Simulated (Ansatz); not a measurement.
## Band table of Cr (sc type)

```
Cr
1.0
     1.76977    0.00000    0.00000
     0.00000    1.76977    0.00000
     0.00000    0.00000    1.76977
Cr
1
Cartesian
  0.0000 0.0000 0.0000
```

The cell comes from a relaxation on PAW files under the same functional, begun from a prototype that needn't be the stable phase.

Computed with Ansatz 0.2.0; functional PBEsol, scalar-relativistic. Settings: a Γ-centred 16×16×16 k mesh, Fermi–Dirac smearing of 0.1 eV, spin-polarised from start moments Cr 2 μB. Methods: LAPW: all electrons, basis error target 1 meV/atom.

This run: volume at 0.45 of the series' base cell.

Antiferromagnetic order, which Cr and Mn prefer near zero pressure, wasn't tried. The start moments died away, and the runs ended non-magnetic. The structure type is held throughout; the real material can change phase at far lower pressure.

Path points, in fractions of the reciprocal vectors: Γ (0.000, 0.000, 0.000), X (0.000, 0.500, 0.000), M (0.500, 0.500, 0.000), R (0.500, 0.500, 0.500). The distance column jumps between branches of the path. Levels in eV from the Fermi level; bands 9 to 14, counted from the lowest band of the run. The gap is zero, the pressure 820.1 GPa.

```
# k(1/Å) point b9 b10 b11 b12 b13 b14
0.000 Γ -9.32 -9.32 -8.01 6.64 6.64 6.64
0.222 - -9.25 -8.94 -7.70 6.33 6.33 6.66
0.444 - -9.03 -8.19 -6.54 5.50 5.50 6.73
0.666 - -8.70 -7.42 -4.52 4.33 4.33 6.83
0.888 - -8.29 -6.52 -2.21 3.07 3.07 6.95
1.109 - -7.87 -5.50 -0.13 1.91 1.91 7.07
1.331 - -7.48 -4.45 0.97 0.97 1.26 7.17
1.553 - -7.21 -3.59 0.37 0.37 1.85 7.24
1.775 X -7.12 -3.24 0.17 0.17 1.96 7.27
1.997 - -6.82 -2.92 -1.73 0.22 3.70 7.02
2.219 - -6.12 -4.35 -1.88 0.37 5.88 6.32
2.441 - -6.92 -5.34 -0.03 0.60 5.34 7.92
2.663 - -9.27 -4.64 0.89 2.41 4.25 9.82
2.885 - -11.26 -4.02 1.18 3.22 5.11 11.64
3.106 - -12.78 -3.51 1.43 2.39 7.68 13.35
3.328 - -13.73 -3.17 1.61 1.86 9.73 14.78
3.550 M -14.06 -3.04 1.67 1.67 10.60 15.40
3.864 - -13.41 -3.29 1.76 1.83 9.06 13.87
4.178 - -11.58 -3.99 2.03 2.31 6.04 10.79
4.492 - -8.90 -5.00 2.55 2.61 3.04 7.36
4.805 - -6.44 -5.80 -0.87 3.34 3.96 4.27
5.119 - -7.39 -4.70 -4.12 3.03 4.35 4.93
5.433 - -8.34 -6.83 -5.94 4.40 5.43 5.80
5.747 - -9.03 -8.67 -7.45 6.02 6.30 6.42
6.061 Γ -9.32 -9.32 -8.01 6.64 6.64 6.64
6.445 - -8.59 -8.59 -7.23 5.97 6.09 6.09
6.829 - -6.58 -6.58 -5.51 4.44 4.44 4.76
7.214 - -5.00 -3.72 -3.72 1.89 1.89 5.57
7.598 - -6.52 -2.32 -2.32 0.81 0.81 9.51
7.982 - -8.30 -5.02 -5.02 4.07 4.07 14.39
8.367 - -9.40 -7.54 -7.54 7.46 7.46 14.84
8.751 - -9.75 -9.19 -9.19 10.01 10.01 11.54
9.135 R -9.76 -9.76 -9.76 10.09 10.99 10.99
9.449 - -9.87 -9.49 -9.15 10.03 10.63 11.07
9.763 - -10.00 -8.69 -7.42 7.58 9.54 13.61
10.077 - -9.77 -7.41 -4.81 4.39 7.72 16.22
10.391 - -8.93 -5.73 -1.80 1.02 5.38 15.73
10.704 - -7.40 -3.80 -2.13 0.23 3.81 12.58
11.018 - -5.18 -4.75 -1.89 -1.04 5.25 8.75
11.332 - -6.50 -2.64 -2.40 -0.41 4.89 6.75
11.646 X -7.12 -3.24 0.17 0.17 1.96 7.27
14.156 R -9.76 -9.76 -9.76 10.09 10.99 10.99
14.378 - -9.99 -9.45 -9.45 10.34 10.59 10.98
14.600 - -10.59 -8.56 -8.56 8.60 10.93 11.99
14.822 - -11.40 -7.14 -7.14 6.19 10.87 14.05
15.044 - -12.24 -5.29 -5.29 3.53 10.80 16.48
15.266 - -12.99 -3.14 -3.14 0.98 10.72 18.93
15.488 - -13.57 -1.13 -0.94 -0.94 10.66 18.41
15.709 - -13.94 -2.55 0.90 0.90 10.62 16.27
15.931 M -14.06 -3.04 1.67 1.67 10.60 15.40
```
